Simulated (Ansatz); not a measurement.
ZnS (zinc blende)

```
CELL_PARAMETERS angstrom
      0.00000     5.44344     5.44344
      2.72172     0.00000     2.72172
      2.72172     2.72172     0.00000
ATOMIC_POSITIONS crystal
  S  0.37500 0.75000 0.75000
  S  0.87500 0.75000 0.75000
  Zn 0.00000 0.00000 0.00000
  Zn 0.50000 0.00000 0.00000
```

A phonon eigenvector at L = (0.5, 0.0, 0.0) is frozen into this cell: atom i moves by Q times the vector below, so Q is the largest atomic displacement, in Å. The cell is held. (q is in reciprocal vectors of the primitive cell; the cell shown is doubled to hold the pattern.)

| atom | x | y | z |
|---|---|---|---|
| S1 | -0.138 | 0.138 | 0.138 |
| S2 | 0.138 | -0.138 | -0.138 |
| Zn3 | -0.577 | 0.577 | 0.577 |
| Zn4 | 0.577 | -0.577 | -0.577 |

These are PBE (plane waves to 420 eV, PAW, scalar-relativistic; Ansatz, a program for electronic structure) values and carry that method's errors. k mesh 5×10×10 (Γ-centred), Fermi-Dirac smearing 0.05 eV. The energy includes the smearing's −TS. ZnS was relaxed with its symmetry unable to fall. The zero of ΔE is the undisplaced structure.

Estimate the ΔE (meV/cell) and −dE/dQ from forces (eV/Å) for Q (Å) = -0.180, -0.150, -0.120, -0.090, -0.060, 0.060, 0.090, 0.120.


```csv
Q (Å),ΔE (meV/cell),−dE/dQ from forces (eV/Å)
-0.180,286.0,3.173
-0.150,198.7,2.646
-0.120,127.2,2.119
-0.090,71.6,1.590
-0.060,31.8,1.061
0.060,31.8,-1.061
0.090,71.6,-1.590
0.120,127.2,-2.119
```

(For displaced atoms, the force is minus the slope of the energy, and its curvature is a force constant, which sets phonon frequencies.)
